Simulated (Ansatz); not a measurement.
A geometry of ScF₃ away from equilibrium: step 15 of the relaxation of a generated cell, ScF3 built in the AFLOW prototype A3B_hP8_194_h_c (D0_19, as in Ni3Sn). Computed with PBE (plane waves to 420 eV, PAW, scalar-relativistic; Ansatz, an electronic-structure program). Γ-centred k-mesh 5×5×5 on the run's cell (coarser than for final values), Fermi–Dirac smearing 0.05 eV.

```
ScF3
1.0
    6.40200     0.00000     0.00000
   -3.20100     5.54429     0.00000
    0.00000     0.00000     2.99824
F Sc
6 2
Direct
  0.79410   0.58819   0.25000
  0.20590   0.79410   0.75000
  0.41181   0.20590   0.25000
  0.20590   0.41181   0.75000
  0.79410   0.20590   0.25000
  0.58819   0.79410   0.75000
  0.33333   0.66667   0.25000
  0.66667   0.33333   0.75000
```

Question: Which atoms carry the largest force, and which way does it point?

Answer: 0.02 eV/Å, on F1, F2, F3, F4, F5, F6 (atoms numbered as listed); on F1 its components are (0.00, 0.02, 0.00).

Question: What is the pressure?

Answer: +3.1 GPa, compression positive.

No spin polarisation in the result. No dispersion correction is included, so spacings between layers, chains or molecules are soft and tend to come out too large.

The run could not lose the symmetry of its start.

The first start was generated by placing the elements on the sites of a structure type. A measured structure of ScF3 has the same space group, P6₃/mmc (No. 194); the sites were not compared with it.
